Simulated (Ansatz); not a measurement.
A relaxed cell of TiAl (P4/mmm (No. 123)), relaxed on a k-mesh at least as fine as the one used below. Method: PBEsol (plane waves to 420 eV, PAW, scalar-relativistic; Ansatz, a quantum-chemistry and plane-wave program). Γ-centred k-mesh 12×12×8 on the run's cell (coarser than for final values), Fermi–Dirac smearing 0.05 eV.

```
CELL_PARAMETERS angstrom
      2.79729     0.00000     0.00000
      0.00000     2.79729     0.00000
      0.00000     0.00000     4.03230
ATOMIC_POSITIONS crystal
  Al 0.50000 0.50000 0.50000
  Ti 0.00000 0.00000 0.00000
```

The atoms are displaced by (Å):

```csv
atom,ux,uy,uz
Al1,0.247,-0.322,0.145
Ti2,-0.033,-0.160,0.291
```

Q: What forces (eV/Å) and pressure result?

A: 
```csv
atom,Fx,Fy,Fz
Al1,-1.37,0.87,1.12
Ti2,1.37,-0.87,-1.12
```

Pressure +3.9 GPa.

Q: Estimate the energy cost of the displacement in the harmonic approximation and compare with the calculation.

A: For a harmonic well ΔE = −½ Σ F·u = 0.344 eV a cell, or 172 meV/atom. The calculated energy relative to the undisplaced cell is +0.16 eV/atom, so the harmonic estimate holds well.

No spin polarisation in the result.

The run that gave the undisplaced cell could not lose the symmetry of its start; a randomly shaken copy of 2 atoms returns to this structure.
